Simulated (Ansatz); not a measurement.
Nb:
```cif
data_Nb
_chemical_formula_sum 'Nb1'
_space_group_name_H-M_alt 'P 1'
_space_group_IT_number 1
_cell_length_a 2.85997
_cell_length_b 2.85997
_cell_length_c 2.85997
_cell_angle_alpha 109.471
_cell_angle_beta 109.471
_cell_angle_gamma 109.471
loop_
_space_group_symop_operation_xyz
  'x, y, z'
loop_
_atom_site_label
_atom_site_type_symbol
_atom_site_fract_x
_atom_site_fract_y
_atom_site_fract_z
_atom_site_occupancy
Nb1 Nb 0.00000 0.00000 0.00000 1
```

Relaxed with r²SCAN.

Task: Tabulate the valence density and the electron localisation function along the shortest Nb–Nb contact (2.86 Å), r²SCAN in the plane-wave PAW code Ansatz.

Result: 

| distance from Nb (Å) | density (e/Å³) | ELF |
|---|---|---|
| 0.29 | 5.12 | 0.45 |
| 0.43 | 4.89 | 0.69 |
| 0.57 | 3.78 | 0.77 |
| 0.71 | 2.37 | 0.72 |
| 0.86 | 1.26 | 0.55 |
| 1.00 | 0.65 | 0.33 |
| 1.14 | 0.40 | 0.22 |
| 1.29 | 0.31 | 0.22 |
| 1.43 | 0.28 | 0.24 |
| 1.57 | 0.31 | 0.22 |
| 1.72 | 0.40 | 0.22 |
| 1.86 | 0.65 | 0.33 |
| 2.00 | 1.26 | 0.55 |
| 2.15 | 2.37 | 0.72 |
| 2.29 | 3.78 | 0.77 |
| 2.43 | 4.89 | 0.69 |
| 2.57 | 5.12 | 0.45 |

The density is the valence pseudo-density with augmentation charge, so density and ELF within about 1 Å of a nucleus are not all-electron values.

Space group Im-3m (bcc (W type)). Symmetry was held in the r²SCAN relaxation. The run is not spin-polarised.

Potentials: the earlier of the program's two PAW sets.
